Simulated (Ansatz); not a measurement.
Relaxation of a relaxed Cr cell, doubled along one cell vector, shaken by Gaussian noise of σ = 0.08 Å a coordinate; 2 atoms in the cell, which starts as P-1 (No. 2), aP2; a = 2.332 Å, b = 2.666 Å, c = 4.241 Å, α = 81.51°, β = 74.04°, γ = 64.06°. Method: PBEsol (plane waves to 420 eV, PAW, scalar-relativistic; Ansatz, an electronic-structure program). Γ-centred k-mesh 8×16×19 on the run's cell (coarser than for final values), Fermi–Dirac smearing 0.05 eV. This is the first round of the run. 

The optimiser's lines from the output (shortened; P is positive under compression):

```
relax step   1: F+E_penalty+E_count = -6697.88513959 eV  Δ(F+E_penalty+E_count) = +0.000e0 eV  max|allowed force component| = 3.059e-1 eV/Å  Δτ_max = 0.0000 Å  P = -0.278 GPa  Ω = 22.791 Å³  (8 SCF iters, dr2 threshold 1.00e-7 eV, accepted)
relax step   2: F+E_penalty+E_count = -6697.90632234 eV  Δ(F+E_penalty+E_count) = -2.118e-2 eV  max|allowed force component| = 3.495e-1 eV/Å  Δτ_max = 0.0298 Å  P = -0.248 GPa  Ω = 22.776 Å³  (6 SCF iters, dr2 threshold 2.00e-7 eV, accepted)
relax step   3: F+E_penalty+E_count = -6697.93133258 eV  Δ(F+E_penalty+E_count) = -2.501e-2 eV  max|allowed force component| = 3.715e-1 eV/Å  Δτ_max = 0.0328 Å  P = -0.203 GPa  Ω = 22.758 Å³  (6 SCF iters, dr2 threshold 2.00e-7 eV, accepted)
relax step   4: F+E_penalty+E_count = -6697.95614859 eV  Δ(F+E_penalty+E_count) = -2.482e-2 eV  max|allowed force component| = 3.185e-1 eV/Å  Δτ_max = 0.0336 Å  P = -0.124 GPa  Ω = 22.736 Å³  (6 SCF iters, dr2 threshold 2.00e-7 eV, accepted)
relax step   5: F+E_penalty+E_count = -6697.92601983 eV  Δ(F+E_penalty+E_count) = +3.013e-2 eV  max|allowed force component| = 4.485e-1 eV/Å  Δτ_max = 0.1865 Å  P = +2.299 GPa  Ω = 22.573 Å³  (7 SCF iters, dr2 threshold 2.00e-7 eV, rejected (line search))
relax step   6: F+E_penalty+E_count = -6697.99426509 eV  Δ(F+E_penalty+E_count) = -3.812e-2 eV  max|allowed force component| = 1.610e-2 eV/Å  Δτ_max = 0.0820 Å  P = -3.354 GPa  Ω = 22.982 Å³  (9 SCF iters, accepted)
relax step   7: F+E_penalty+E_count = -6697.99751295 eV  Δ(F+E_penalty+E_count) = -3.248e-3 eV  max|allowed force component| = 5.811e-2 eV/Å  Δτ_max = 0.0085 Å  P = +1.380 GPa  Ω = 22.586 Å³  (6 SCF iters, dr2 threshold 2.00e-7 eV, accepted)
relax step   8: F+E_penalty+E_count = -6697.99990339 eV  Δ(F+E_penalty+E_count) = -2.390e-3 eV  max|allowed force component| = 2.208e-3 eV/Å  Δτ_max = 0.0079 Å  P = +0.613 GPa  Ω = 22.641 Å³  (6 SCF iters, dr2 threshold 2.00e-7 eV, accepted)
relax step   9: F+E_penalty+E_count = -6698.00001008 eV  Δ(F+E_penalty+E_count) = -1.067e-4 eV  max|allowed force component| = 1.526e-3 eV/Å  Δτ_max = 0.0003 Å  P = -0.060 GPa  Ω = 22.698 Å³  (6 SCF iters, dr2 threshold 2.00e-7 eV, accepted)
relax step  10: F+E_penalty+E_count = -6698.00004435 eV  Δ(F+E_penalty+E_count) = -3.427e-5 eV  max|allowed force component| = 1.724e-3 eV/Å  Δτ_max = 0.0003 Å  P = -0.013 GPa  Ω = 22.694 Å³  (6 SCF iters, dr2 threshold 2.00e-7 eV, accepted)
relax step  11: F+E_penalty+E_count = -6698.00004527 eV  Δ(F+E_penalty+E_count) = -9.138e-7 eV  max|allowed force component| = 2.211e-4 eV/Å  Δτ_max = 0.0001 Å  P = -0.000 GPa  Ω = 22.693 Å³  (6 SCF iters, dr2 threshold 2.38e-9 eV, accepted)
relax step  12: F+E_penalty+E_count = -6698.00001361 eV  Δ(F+E_penalty+E_count) = +3.166e-5 eV  max|allowed force component| = 2.178e-4 eV/Å  Δτ_max = 0.0000 Å  P = +0.012 GPa  Ω = 22.693 Å³  stress off target by 2.09e-2 GPa  SCF on the basis re-selected at this cell (its energy is not comparable with the rows above)  (6 SCF iters)
relax step  13: F+E_penalty+E_count = -6698.00001317 eV  Δ(F+E_penalty+E_count) = +4.316e-7 eV  max|allowed force component| = 1.030e-4 eV/Å  Δτ_max = 0.0000 Å  P = +0.000 GPa  Ω = 22.694 Å³  (6 SCF iters, dr2 threshold 1.09e-9 eV, accepted)
relax step  14: F+E_penalty+E_count = -6698.00001377 eV  Δ(F+E_penalty+E_count) = -5.957e-7 eV  max|allowed force component| = 1.032e-4 eV/Å  Δτ_max = 0.0000 Å  P = +0.000 GPa  Ω = 22.694 Å³  stress off target by 1.83e-3 GPa  SCF on the basis re-selected at this cell (its energy is not comparable with the rows above)  (6 SCF iters)
```

From the first to the last row the energy changes by -0.06 eV/atom and the volume by -0.4 %. The last row is marked as not comparable with the walk above it, whose basis was carried along; it does compare with step 1, since both stand on a basis selected at the nominal cutoff for their own cell.

Step 5 was rejected by the optimiser.

Later rounds, restarted from the end of this one on a renewed k-mesh, logged 5 more steps and released under 0.01 eV/atom more. The final structure after all rounds: Fddd, origin choice 1 (No. 70), oF8, AFLOW prototype A_oF8_70_a; a = 2.3602 Å, b = 4.8396 Å, c = 7.9482 Å, α = β = γ = 90.00°. Between re-selections the logged energies stand on a plane-wave basis carried along with the cell. No spin polarisation in the result. A magnetic state may lie lower.

The run could not lose the symmetry of its start, so the end can be a saddle point.

The relaxed structure here is a generated cell of Cr: the first start was made by a random draw of sites in a space group, and the end was not matched to a known phase here, so it may be hypothetical. Known forms of Cr include space group No. 229.
